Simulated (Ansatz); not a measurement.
Problem. Each is relaxed and computed with PBE (plane waves, PAW; program Ansatz). Which is the only metal?
A. HfS2, CdI2 type
B. HfO2, P6_3/mmc (Hf on 2c, O on 4f)
C. HfGe, P6/mmm (Hf on 3f, Ge on 1a, Ge on 2d)
D. GeS2, anatase

Solution. C, HfGe, P6/mmm (Hf on 3f, Ge on 1a, Ge on 2d). HfGe: metal; HfO2: gap 1.78 eV (indirect); GeS2: gap 0.59 eV (indirect); HfS2: gap 1.25 eV (indirect). Constructed cells (a structure type filled with these elements, in neither database checked): HfGe, P6/mmm (Hf on 3f, Ge on 1a, Ge on 2d); HfO2, P6_3/mmc (Hf on 2c, O on 4f); GeS2, anatase. Not the usual ambient phase: HfO2, P6_3/mmc (Hf on 2c, O on 4f). Relaxed far from the usual cell of the phase: HfS2, CdI2 type. Weakly bound layers, chains or molecules computed without a dispersion correction, so cells and soft constants are ill determined: HfO2, P6_3/mmc (Hf on 2c, O on 4f); HfS2, CdI2 type. All cells were relaxed under the symmetry of their starts (and spin orders); stability against distortions was not tested throughout. Rows with no word on spin ran without spin polarisation. Scalar-relativistic: spin–orbit coupling is off unless named, which matters more the heavier the elements.

Potentials: the later of the program's two PAW sets.
